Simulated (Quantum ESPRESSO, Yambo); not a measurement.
SiO₂ (space group Imma, No. 74). The geometry is that of Materials Project entry mp-600000, symmetrised and not relaxed again. Chain: PBEsol (pw.x of Quantum ESPRESSO, ONCV potentials, no spin-orbit coupling); G0W0 in Yambo (2×2×2 Γ-centred k mesh, 314 bands and a 7 Ry block in the screening, 314 bands in G with the Bruneval-Gonze terminator, plasmon pole fitted at 27.2 eV); BSE (4×4×4 mesh, 16 valence and 8 conduction bands, static screening with 114 bands and a 3 Ry block, scissor 2.98 eV, Tamm-Dancoff).

```
Quantity                                                                  Result
-----------------------------------------------  -------------------------------
PBEsol gap (dense path)                                                  5.60 eV
PBEsol gap Γ → Γ on the GW mesh                                          5.60 eV
PBEsol smallest direct gap on the GW mesh, at Γ                          5.60 eV
G0W0 direct gap at that point                                            8.58 eV
G0W0 correction to the gap Γ → Γ                                         2.98 eV
direct gap on the BSE mesh, with the scissor                             8.58 eV
first BSE state allowed for light along x                                7.16 eV
lowest BSE state                                                         7.16 eV
binding of the lowest exciton                                            1.42 eV
RPA electronic dielectric constant along x       1.93 (4×4×4 mesh, PBEsol bands)
```

Rough cost of the Yambo steps against G0W0 for 12 states: BSE about 2×, one RPA spectrum about 1/4.

Nearest settings tried, and what they do to the gap: 201 bands in G: -4 meV; 201 bands in W, 201 bands in G: +4 meV; 6 Ry block (387 vectors against 489): -43 meV. Not varied: mesh. So the settings aren't converged at that level. The k mesh is coarse. The BSE states are vertical excitations (zero momentum). Convergence of the RPA response with its 4×4×4 mesh was not tested. Convergence of the binding with the mesh was not shown. Axes are Cartesian, with cell vectors (Å) (-2.62, 4.78, 4.44), (2.62, -4.78, 4.44), (2.62, 4.78, -4.44).

This is not the ordinary phase of the substance; no match was found in the copy of COD used, and its stability was not checked.
